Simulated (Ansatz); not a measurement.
**TaV2N3: reading a single point**

```
CELL_PARAMETERS angstrom
2.70071 4.67777 0.00000
-2.70071 4.67777 0.00000
0.00000 0.00000 3.63208
ATOMIC_POSITIONS crystal
V 0.33330 0.33340 0.50000
V 0.66660 0.66670 0.50000
Ta 0.00000 0.00000 0.00000
N 0.50000 0.50000 0.00000
N 0.50000 0.00000 0.00000
N 0.00000 0.50000 0.00000
```

Method: PBE, with U_eff = 1.83 eV on V d (all-electron-ortho-atomic projectors), spin-orbit coupling; PAW, plane waves to 420 eV, 4×4×5 Γ-centred mesh, gaussian occupations (width 0.0255 eV) (Ansatz 0.2.0), atoms fixed.

Magnetic state (reached from a saved solution, and it need not be the lowest): V1 along (-0.98, 0.19, 0.10), V2 along (0.98, -0.20, -0.10).

**Question.** Which element gives electrons and which takes them?

**Answer.** Bader charges in e: Ta +1.27, V +1.42, N -1.37. In the mean V gives up most and N takes most.

**Question.** What does the stress say?

**Answer.** The pressure is -39.3 GPa (compression positive), so with the atoms held at these fractions the cell would first shrink. The principal stresses -50.0, -33.9, -33.9 GPa differ, so its shape would change too.

**Question.** What happens at the Fermi level?

**Answer.** It is a metal, with about 4.4 states/eV a cell as the mean within 0.25 eV of the Fermi level, mostly N p (39 %), V d (35 %) and Ta d (21 %).

**Question.** Are the atoms at rest?

**Answer.** Nearly at rest: the largest force is 0.002 eV/Å.

Origin: a known structure type with other elements, at an estimated volume, so it need not be a known compound. Caveats: another magnetic order, which this cell may not hold, can open a gap; the k mesh is coarse if the cell is a metal; atoms or cell far from equilibrium; the SCF threshold is loose for a stress.
